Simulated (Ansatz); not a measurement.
**NaCuP: rattling a relaxed structure**

It was reached by relaxing an invented guess, and it needn't be the stable form of this composition.

Computed with Ansatz 0.2.0, DFT PBE, scalar-relativistic, plane waves, PAW. Settings: cutoff 420 eV, Γ-centred mesh 12×12×4 on the computed 6-atom cell, Gaussian smearing of 0.10 eV; no spin polarisation.

The cell below (6 atoms, space group P6_3/mmc (No. 194)) is relaxed within its symmetry.

```cif
data_structure
_symmetry_space_group_name_H-M 'P 1'
_symmetry_Int_Tables_number 1
_cell_length_a 3.8680
_cell_length_b 3.8680
_cell_length_c 8.8775
_cell_angle_alpha 90.000
_cell_angle_beta 90.000
_cell_angle_gamma 120.000
_cell_volume 115.02
loop_
_atom_site_label
_atom_site_type_symbol
_atom_site_fract_x
_atom_site_fract_y
_atom_site_fract_z
_atom_site_occupancy
Na1 Na 0.00000 0.00000 0.50000 1
Na2 Na 0.00000 0.00000 0.00000 1
Cu1 Cu 0.66667 0.33333 0.25000 1
Cu2 Cu 0.33333 0.66667 0.75000 1
P1 P 0.66667 0.33333 0.75000 1
P2 P 0.33333 0.66667 0.25000 1
```

For the test a repeat of it with 12 atoms (edges 3.87, 6.70, 8.88 Å) was strained at random (σ = 1.5 % a component), the atoms were moved at random (σ = 0.15 Å), and all was relaxed again on a coarse 6×4×4 mesh (in the run’s order of axes) with 0.20 eV smearing, with no symmetry imposed.

**Question.** What happens?

**Answer.** It returns, within 1 meV/atom of the unmoved cell on that mesh and with the same symmetry when read at 0.1 Å. So it is stable against the distortions that fit this cell and that this random move excites. Modes that don't fit the cell aren't tested.
